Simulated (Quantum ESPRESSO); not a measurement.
## Band energies of NaOH

```
NaOH
1.0
    3.36536     0.00000     0.11653
    0.00000     3.44084     0.00000
   -1.36352     0.00000     5.12266
H O Na
2 2 2
Direct
  0.99764   0.25000   0.41938
  0.00236   0.75000   0.58062
  0.19522   0.75000   0.74581
  0.80478   0.25000   0.25419
  0.68897   0.25000   0.80639
  0.31103   0.75000   0.19361
```

PBEsol (Quantum ESPRESSO, PseudoDojo norm-conserving, 88 Ry, scalar-relativistic); path ΓYHCEM1AXH1,MDZ,YD; energies in eV from the valence-band maximum.

| k (1/Å) | point | band 12 | band 13 | band 14 | band 15 | band 16 | band 17 | band 18 | band 19 |
|---|---|---|---|---|---|---|---|---|---|
| 0.00 | Γ | -3.61 | -0.66 | -0.42 | -0.27 | 0.00 | 3.30 | 8.86 | 9.34 |
| 0.20 |  | -3.75 | -0.63 | -0.45 | -0.28 | -0.04 | 3.60 | 8.26 | 9.30 |
| 0.61 | Y | -4.32 | -0.55 | -0.51 | -0.30 | -0.19 | 4.82 | 6.61 | 9.90 |
| 0.82 |  | -4.26 | -0.89 | -0.51 | -0.27 | -0.18 | 5.01 | 6.80 | 9.88 |
| 1.24 |  | -4.05 | -1.85 | -0.69 | -0.51 | -0.14 | 5.98 | 7.70 | 8.83 |
| 1.45 | H | -3.99 | -2.00 | -0.89 | -0.52 | -0.11 | 6.41 | 7.40 | 8.85 |
| 1.45 | C | -3.85 | -2.09 | -0.85 | -0.55 | -0.09 | 6.41 | 7.09 | 9.01 |
| 1.63 |  | -3.88 | -2.04 | -0.86 | -0.62 | -0.20 | 6.60 | 7.20 | 9.06 |
| 2.00 |  | -4.11 | -1.71 | -1.06 | -0.98 | -0.67 | 7.75 | 7.88 | 9.52 |
| 2.18 |  | -4.30 | -1.52 | -1.25 | -1.07 | -0.83 | 8.28 | 8.36 | 9.88 |
| 2.36 | E | -4.51 | -1.39 | -1.39 | -0.98 | -0.98 | 8.58 | 8.58 | 9.88 |
| 2.36 | M1 | -4.53 | -1.33 | -1.33 | -0.97 | -0.97 | 8.45 | 8.45 | 9.55 |
| 2.77 | A | -4.54 | -1.15 | -1.15 | -1.05 | -1.05 | 8.23 | 8.23 | 8.98 |
| 2.95 |  | -4.47 | -1.17 | -1.16 | -1.05 | -0.95 | 7.98 | 8.26 | 8.99 |
| 3.32 |  | -4.38 | -1.35 | -1.32 | -0.74 | -0.48 | 7.34 | 7.55 | 9.24 |
| 3.50 |  | -4.37 | -1.42 | -1.39 | -0.57 | -0.24 | 6.92 | 7.42 | 9.29 |
| 3.68 | X | -4.37 | -1.44 | -1.42 | -0.50 | -0.13 | 6.76 | 7.37 | 9.30 |
| 3.88 |  | -4.21 | -1.77 | -1.11 | -0.51 | -0.13 | 6.61 | 7.47 | 8.99 |
| 4.09 | H1 | -3.99 | -2.00 | -0.89 | -0.52 | -0.11 | 6.41 | 7.40 | 8.85 |
| 4.09 | M | -4.53 | -1.33 | -1.33 | -0.97 | -0.97 | 8.45 | 8.45 | 9.55 |
| 4.25 |  | -4.55 | -1.32 | -1.32 | -0.89 | -0.89 | 8.19 | 8.19 | 9.50 |
| 4.59 |  | -4.61 | -1.36 | -1.36 | -0.52 | -0.52 | 7.21 | 7.21 | 9.60 |
| 4.76 |  | -4.63 | -1.38 | -1.38 | -0.33 | -0.33 | 6.83 | 6.83 | 9.63 |
| 4.93 | D | -4.64 | -1.39 | -1.39 | -0.25 | -0.25 | 6.69 | 6.69 | 9.64 |
| 5.08 |  | -4.61 | -1.43 | -1.43 | -0.26 | -0.26 | 6.74 | 6.74 | 9.67 |
| 5.38 |  | -4.45 | -1.64 | -1.64 | -0.31 | -0.31 | 6.95 | 6.95 | 9.87 |
| 5.54 | Z | -4.42 | -1.68 | -1.68 | -0.32 | -0.32 | 6.99 | 6.99 | 9.92 |
| 5.54 | Y | -4.32 | -0.55 | -0.51 | -0.30 | -0.19 | 4.82 | 6.61 | 9.90 |
| 5.69 |  | -4.33 | -0.65 | -0.47 | -0.38 | -0.20 | 4.93 | 6.68 | 9.82 |
| 5.84 |  | -4.38 | -0.82 | -0.62 | -0.42 | -0.20 | 5.20 | 6.86 | 9.62 |
| 6.14 |  | -4.53 | -1.22 | -1.17 | -0.33 | -0.21 | 5.97 | 7.08 | 9.29 |
| 6.45 | D | -4.64 | -1.39 | -1.39 | -0.25 | -0.25 | 6.69 | 6.69 | 9.64 |

The PBEsol gap is direct, 3.30 eV at Γ.

Geometry relaxed with PBE+D3(BJ).
